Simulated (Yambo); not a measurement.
## How GW settings move the gap: SiC

G0W0@LDA for SiC (2H, space group P6_3mc, No. 186) in Yambo. Reference settings: 6×6×4 Γ-centred k mesh, 76 bands and a 8 Ry block in the screening, 76 bands in G with the Bruneval-Gonze terminator, plasmon pole fitted at 27.2 eV. The LDA gap Γ → K on this mesh is 2.14 eV; G0W0 gaps are taken between the same points.

| change from the reference | G0W0 gap Γ → K (eV) | shift of the valence edge (eV) | rough Yambo cost |
|---|---|---|---|
| reference settings | 3.00 | -0.47 | 1 |
| 18 bands in W, 18 bands in G | 3.21 | 0.06 | about 1/4 |
| 42 bands in W, 42 bands in G | 3.03 | -0.33 | within a factor of two |
| 18 bands in W, 18 bands in G, 5 Ry block | 3.10 | 0.16 | about 1/5 |
| 18 bands in W, 18 bands in G, 6 Ry block | 3.15 | 0.11 | about 1/5 |
| 28 bands in W, 28 bands in G, 3 Ry block | 2.81 | 0.07 | about 1/4 |
| 28 bands in W, 28 bands in G, 6 Ry block | 2.98 | -0.09 | about 1/3 |
| 42 bands in W, 42 bands in G, 2 Ry block | 2.73 | 0.03 | about 1/2 |
| 42 bands in W, 42 bands in G, 3 Ry block | 2.74 | -0.04 | about 1/2 |
| 42 bands in W, 42 bands in G, 5 Ry block | 2.85 | -0.15 | about 1/2 |
| 59 bands in W, 59 bands in G, 2 Ry block | 2.68 | 0.00 | within a factor of two |
| 2 Ry block | 2.67 | -0.02 | within a factor of two |
| 6 Ry block | 2.88 | -0.35 | within a factor of two |
| 28 bands in W, 28 bands in G, 3 Ry block, no terminator | 2.73 | 0.41 | about 1/4 |
| 42 bands in W, 42 bands in G, 3 Ry block, no terminator | 2.67 | 0.17 | about 1/2 |

The reference isn't shown to be the converged limit. Costs are rough (shared machines), scaled to the same edge states, and given only for runs that recompute the screening.

Geometry relaxed with LDA; primitive cell a = b = 3.0540 Å, c = 5.0119 Å, α = β = 90.00°, γ = 120.00°.

A shift is the quasiparticle energy of the state minus its LDA energy.
